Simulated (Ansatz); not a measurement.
Notes on CaB2

```xyz
3
Lattice="1.7216 2.9819 0.0000 -1.7216 2.9819 0.0000 0.0000 0.0000 3.8087" Properties=species:S:1:pos:R:3 pbc="T T T"
B    -0.0002    1.9881    1.9043
B    -0.0002    3.9758    1.9043
Ca    0.0000    0.0000    0.0000
```

Single point in Ansatz 0.2.0 with PBE, no spin polarisation. Cutoff 420 eV, PAW datasets, 11×11×9 Γ-centred k mesh, gaussian filling (width 0.055 eV).

Q: Is the cell too large or too small?

A: The pressure is -7.6 GPa (compression positive), so with the atoms held at these fractions the cell would first shrink. The principal stresses -16.4, -16.4, 10.1 GPa differ, so its shape would change too.

Q: Metal or insulator?

A: It is a metal, with about 1 states/eV a cell as the mean within 0.25 eV of the Fermi level, mostly B p (86 %).

Q: How is the charge shared?

A: Bader charges in e: Ca +1.31, B -0.66. In the mean Ca gives up most and B takes most.

Q: What is the formation energy?

A: -0.02 eV an atom against the elements' usual phases (free molecules for gases, crystals otherwise, with no correction for O₂ or N₂), too near zero to call. Relaxing would lower it.

Origin: a known structure type with other elements, at an estimated volume, so it need not be a known compound.
